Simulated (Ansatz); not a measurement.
# Data sheet: Hg (DFT)

Hg:
```xyz
2
Lattice="2.8916 0.0000 0.0000 0.0000 5.1537 0.0000 -0.0010 0.0000 3.1188" Properties=species:S:1:pos:R:3 pbc="T T T"
Hg     0.0002     1.2884     2.3392
Hg     2.8904     3.8653     0.7796
```

Space group Cmmm (No. 65); conventional cell a = 3.1188 Å, b = 5.1537 Å, c = 2.8916 Å, α = β = γ = 90.00°.

Method: DFT-LDA in the program Ansatz with PAW potentials. Structure relaxed to zero pressure with the same functional. Other levels are named where they apply.

**Cell and energy**

Volume per atom: 23.24 Å³
Density: 14.33 g/cm³

**Electronic structure**

Electronic character: metallic (no gap)
Density of states at the Fermi level: 0.28 states/eV per atom (mean over ±0.08 eV)

The first step of the workflow began from a Materials Project structure, measured or hypothetical; the Crystallography Open Database copy checked does not list it. It is not the usual solid phase (space group No. 166). The cell keeps a stress of up to 0.3 GPa. The LDA relaxation kept the symmetry of its start; its stability against distortions is not shown here. The substance is a gas or liquid at ambient conditions. Point labels and valley counts follow the cell and symmetry of the run, lower than the named group. Axis ratios of metals converge slowly with the k-mesh, so a and c are less sure than the volume. Scalar-relativistic: spin–orbit coupling is off unless named, which matters more the heavier the elements.

Potentials: the later of the program's two PAW sets.
